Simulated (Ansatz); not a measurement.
Convergence of Sb₃Au with the plane-wave cutoff

The calculation used DFT PBEsol, scalar-relativistic, plane waves, PAW in Ansatz.

```
Sb Au
1.0
    -3.04000    3.04000    3.04000
     3.04000   -3.04000    3.04000
     3.04000    3.04000   -3.04000
Sb Au
3 1
Direct
  0.00000 0.50000 0.50000
  0.50000 0.00000 0.50000
  0.50000 0.50000 0.00000
  0.00000 0.00000 0.00000
```

| Property | Result |
| --- | --- |
| Γ-centred k-mesh | 10×10×10 |
| occupation rule | Gaussian smearing, 0.1 eV |
| spin treatment | unpolarised |
| valence charge of the PAW sets | Sb 15, Au 19 |

The atoms are held and the plane-wave cutoff is swept. Energies are extrapolated to zero smearing and count from the reference run, 500 eV. The cell isn't necessarily relaxed at this level. Spin–orbit coupling is left out. Pressure is positive in compression and holds a correction for the finite cutoff (Pulay stress).

**Question.** One run gave ΔE = 1155 meV/atom and P = -6.24 GPa. Which plane-wave cutoff did it use, of 250, 300, 350, 420?

**Answer.** 250 eV. All runs:

```
cutoff (eV)  ΔE (meV/atom) P (GPa) plane waves at Γ
        250           1155    -6.24               959
        300           96.8    -6.36              1289
        350           5.45    -6.42              1721
        420           1.26    -6.42              2171
        500           0.00    -6.42              2899
```